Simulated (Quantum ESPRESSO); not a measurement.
Si3O4NF, input and log of a self-consistent run

Simulated, not a measurement. The program is pw.x of Quantum ESPRESSO 7.5 (plane-wave density functional theory). The cell is made up: 9 atoms on a quartz lattice, with randomly drawn elements, strain and displacements, not relaxed. PseudoDojo standard norm-conserving files (v0.5 for PBE, v0.4.1 for LDA and PBEsol) set the functional; there is no spin polarisation, spin-orbit coupling or dispersion term, and the masses in the input are unused placeholders.

Input:

```
&control calculation='scf', pseudo_dir='./dojo.nc.sr.pbe.v0_5.standard.upf', outdir='./o', disk_io='low', tprnfor=.true., tstress=.true. /
&system ibrav=0, nat=9, ntyp=4, nbnd=30, ecutwfc=84.00895049, nosym=.true., tot_charge=0,
 occupations='smearing', smearing='fd', degauss=0.0018374661
/
&electrons conv_thr=7.350e-09, electron_maxstep=60, /
ATOMIC_SPECIES
F 1.0 F.upf
N 1.0 N.upf
O 1.0 O.upf
Si 1.0 Si.upf
CELL_PARAMETERS angstrom
5.0397 0.0 0.0
-2.5198 4.3645 0.0
0.0 0.0 5.5316
ATOMIC_POSITIONS angstrom
Si 2.3315 -0.0185 3.6723
Si -1.1335 2.044 1.8335
Si 1.3311 2.3048 0.0153
O 1.3937 1.1637 4.3604
O 3.3133 0.6749 2.4832
N 2.8488 2.5631 0.6416
O 0.3193 1.7726 1.1597
O -1.126 3.2296 3.0625
F 0.7919 3.704 4.8541
K_POINTS automatic
5 5 4 1 1 1
```

The log is shortened where brackets say so; the opening notice, blank lines, dates and the lines on written files are dropped, and the path of the files is cut. It prints rydbergs, bohrs and kilobars, and counts compression as positive stress. With no partly filled state, the Fermi energy that it prints is only some level between the filled and the empty states on the mesh, and need not lie in the true gap.

```
     Program PWSCF v.7.5
     Parallel version (MPI & OpenMP), running on       4 processor cores
     Number of MPI processes:                 4
     Threads/MPI process:                     1
     [start-up lines left out]
     bravais-lattice index     =            0
     lattice parameter (alat)  =       9.5237  a.u.
     unit-cell volume          =     821.0820 (a.u.)^3
     number of atoms/cell      =            9
     number of atomic types    =            4
     number of electrons       =        48.00
     number of Kohn-Sham states=           30
     kinetic-energy cutoff     =      84.0090  Ry
     charge density cutoff     =     336.0358  Ry
     scf convergence threshold =      7.3E-09
     mixing beta               =       0.7000
     number of iterations used =            8  plain     mixing
     Exchange-correlation= PBE
                           (   1   4   3   4   0   0   0)
     [axes and pseudopotential details left out]
   Cartesian axes
     site n.     atom                  positions (alat units)
         1        Si     tau(   1) = (   0.4626267  -0.0036709   0.7286743  )
         2        Si     tau(   2) = (  -0.2249142   0.4055797   0.3638113  )
         3        Si     tau(   3) = (   0.2641229   0.4573288   0.0030359  )
         4        O      tau(   4) = (   0.2765442   0.2309066   0.8652102  )
         5        O      tau(   5) = (   0.6574399   0.1339167   0.4927277  )
         6        N      tau(   6) = (   0.5652717   0.5085819   0.1273092  )
         7        O      tau(   7) = (   0.0633569   0.3517273   0.2301129  )
         8        O      tau(   8) = (  -0.2234260   0.6408318   0.6076751  )
         9        F      tau(   9) = (   0.1571324   0.7349644   0.9631724  )
     number of k points=    50  Fermi-Dirac smearing, width (Ry)=  0.0018
                       cart. coord. in units 2pi/alat
        k(    1) = (   0.1000000   0.1732043   0.1138843), wk =   0.0400000
        k(    2) = (   0.1000000   0.1732043   0.3416530), wk =   0.0400000
     [further k points left out]
     Dense  grid:    85411 G-vectors     FFT dimensions: (  60,  60,  64)
     Estimated max dynamical RAM per process >     173.92 MB
     Estimated total dynamical RAM >     633.12 MB
     Initial potential from superposition of free atoms
     starting charge      47.9981, renormalised to      48.0000
     Starting wfcs are   36 randomized atomic wfcs
     total cpu time spent up to now is        2.8 secs
     per-process dynamical memory:   132.0 Mb
     Self-consistent Calculation
     iteration #  1     ecut=    84.01 Ry     beta= 0.70
     Davidson diagonalization with overlap
     ethr =  1.00E-02,  avg # of iterations =  3.0
     total cpu time spent up to now is        7.4 secs
     total energy              =    -227.20307384 Ry
     estimated scf accuracy    <       2.65859592 Ry
     iteration #  2     ecut=    84.01 Ry     beta= 0.70
     Davidson diagonalization with overlap
     ethr =  5.54E-03,  avg # of iterations =  3.0
     total cpu time spent up to now is       11.6 secs
     total energy              =    -227.78764404 Ry
     estimated scf accuracy    <       2.56093128 Ry
     iteration #  3     ecut=    84.01 Ry     beta= 0.70
     Davidson diagonalization with overlap
     ethr =  5.34E-03,  avg # of iterations =  2.1
     total cpu time spent up to now is       15.1 secs
     total energy              =    -228.30638192 Ry
     estimated scf accuracy    <       0.11686451 Ry
     iteration #  4     ecut=    84.01 Ry     beta= 0.70
     Davidson diagonalization with overlap
     ethr =  2.43E-04,  avg # of iterations =  6.4
     total cpu time spent up to now is       19.7 secs
     total energy              =    -228.33212838 Ry
     estimated scf accuracy    <       0.01397040 Ry
     iteration #  5     ecut=    84.01 Ry     beta= 0.70
     Davidson diagonalization with overlap
     ethr =  2.91E-05,  avg # of iterations =  8.4
     total cpu time spent up to now is       25.1 secs
     total energy              =    -228.33516525 Ry
     estimated scf accuracy    <       0.00205945 Ry
     [iterations 6 to 7 left out]
     iteration #  8     ecut=    84.01 Ry     beta= 0.70
     Davidson diagonalization with overlap
     ethr =  1.26E-07,  avg # of iterations =  2.0
     total cpu time spent up to now is       37.4 secs
     total energy              =    -228.33543406 Ry
     estimated scf accuracy    <       0.00001425 Ry
     iteration #  9     ecut=    84.01 Ry     beta= 0.70
     Davidson diagonalization with overlap
     ethr =  2.97E-08,  avg # of iterations =  3.3
     total cpu time spent up to now is       41.4 secs
     total energy              =    -228.33543927 Ry
     estimated scf accuracy    <       0.00000653 Ry
     iteration # 10     ecut=    84.01 Ry     beta= 0.70
     Davidson diagonalization with overlap
     ethr =  1.36E-08,  avg # of iterations =  2.0
     total cpu time spent up to now is       44.8 secs
     total energy              =    -228.33543936 Ry
     estimated scf accuracy    <       0.00000102 Ry
     iteration # 11     ecut=    84.01 Ry     beta= 0.70
     Davidson diagonalization with overlap
     ethr =  2.12E-09,  avg # of iterations =  3.1
     total cpu time spent up to now is       48.8 secs
     total energy              =    -228.33543960 Ry
     estimated scf accuracy    <       0.00000002 Ry
     iteration # 12     ecut=    84.01 Ry     beta= 0.70
     Davidson diagonalization with overlap
     ethr =  5.02E-11,  avg # of iterations =  3.1
     total cpu time spent up to now is       52.9 secs
     End of self-consistent calculation
          k = 0.1000 0.1732 0.1139 ( 10663 PWs)   bands (ev):
   -24.9017 -16.5553 -15.8211 -15.3987 -15.1850  -9.5468  -8.3835  -5.9958
    -5.5011  -5.2383  -4.5442  -3.1641  -2.7763  -1.1742  -0.5830  -0.4024
    -0.1159   0.1288   0.5575   0.9840   1.0907   1.5133   4.0885   4.4887
     7.2229  10.1067  10.4474  11.2149  11.2760  11.9639
     [levels at the other k points left out]
     the Fermi energy is     5.3166 ev
!    total energy              =    -228.33543961 Ry
     estimated scf accuracy    <          1.4E-09 Ry
     smearing contrib. (-TS)   =      -0.00000000 Ry
     internal energy E=F+TS    =    -228.33543961 Ry
     The total energy is F=E-TS. E is the sum of the following terms:
     one-electron contribution =    -112.16534073 Ry
     hartree contribution      =      80.74241364 Ry
     xc contribution           =     -60.72485248 Ry
     ewald contribution        =    -136.18766004 Ry
     convergence has been achieved in  12 iterations
     Forces acting on atoms (cartesian axes, Ry/au):
     atom    1 type  4   force =    -0.05379936    0.15689561   -0.11606812
     atom    2 type  4   force =    -0.10240475    0.06331693   -0.06871573
     atom    3 type  4   force =     0.18358449   -0.13382442    0.12918456
     atom    4 type  3   force =     0.00555289   -0.02800623   -0.03150408
     atom    5 type  3   force =    -0.02713779   -0.08233642    0.11098946
     atom    6 type  2   force =    -0.02169676    0.01316873   -0.02101969
     atom    7 type  3   force =    -0.01187591    0.01256007    0.00822280
     atom    8 type  3   force =     0.03470703   -0.04656426   -0.00338814
     atom    9 type  1   force =    -0.00692982    0.04478998   -0.00770106
     Total force =     0.396350     Total SCF correction =     0.000073
     Computing stress (Cartesian axis) and pressure
          total   stress  (Ry/bohr**3)                   (kbar)     P=      -14.40
  -0.00018734  -0.00003492   0.00025625          -27.56       -5.14       37.70
  -0.00003492   0.00003635  -0.00018837           -5.14        5.35      -27.71
   0.00025625  -0.00018837  -0.00014272           37.70      -27.71      -20.99
     init_run     :      2.59s CPU      2.70s WALL (       1 calls)
     electrons    :     49.77s CPU     50.15s WALL (       1 calls)
     forces       :      0.79s CPU      0.80s WALL (       1 calls)
     stress       :      2.52s CPU      2.53s WALL (       1 calls)
     [timing details left out]
     PWSCF        :     55.77s CPU     56.30s WALL
     JOB DONE.
```

In other units: free energy -3106.662 eV for the cell, pressure -1.44 GPa, largest force component 4.720 eV/Å. A rerun of this cell at a cutoff of 1437 eV and k mesh 7 x 7 x 6 moved values by no more than 0.002 eV in energy, 0.02 GPa in stress and 0.002 eV/Å in force.